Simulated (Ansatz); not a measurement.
# How much do the gradients of HfB2 depend on the method?

Cell: an entry of the Crystallography Open Database (COD), whose atoms a relaxation with PBE at fixed cell left in place.

```yaml
crystal:
  lattice:
    - [3.14000, 0.00000, 0.00000]
    - [-1.57000, 2.71932, 0.00000]
    - [0.00000, 0.00000, 3.48000]
  atoms:
    - { symbol: Hf, position: [0.00000, 0.00000, 0.00000] }
    - { symbol: B, position: [0.33333, 0.66667, 0.50000] }
    - { symbol: B, position: [0.66667, 0.33333, 0.50000] }
```

Sites (sets of like atoms) are named by element and the number of their first atom in this list.

First run. Method: Kohn–Sham DFT in Ansatz, PBE, plane waves and PAW, scalar-relativistic, 420 eV cutoff, Γ-centred 17×17×13 k-points, Fermi–Dirac smearing 0.05 eV.

```json
{"site": "Hf", "atom": "1", "V_zz (10²¹ V/m²)": "10.65", "η": "0.00"}
{"site": "B", "atom": "2", "V_zz (10²¹ V/m²)": "0.047", "η": "0.00"}
```

Second run. The same atoms and settings, except that the functional is LDA.

(1) What does the second run give?

## Answers

(1) 

| site | atom | V_zz | η | change of V_zz |
| --- | --- | --- | --- | --- |
| Hf | 1 | 11.05 | 0.00 | +0.40 |
| B | 2 | 0.069 | 0.00 | +0.02 |

The largest change of V_zz is on Hf, from 10.65 to 11.05. In per cent, |V_zz| changes by +4 on Hf (all sites that start above 2).

With no gap above 0.1 eV, as in a metal, the gradients converge slowly in k; expect changes of a tenth or more on a denser mesh. Without spin–orbit coupling the gradients at and beside Hf can be off by some per cent, at some sites by more.
For the second run: At this cell the LDA pressure is -10 GPa, so with LDA the cell would shrink if it were relaxed.
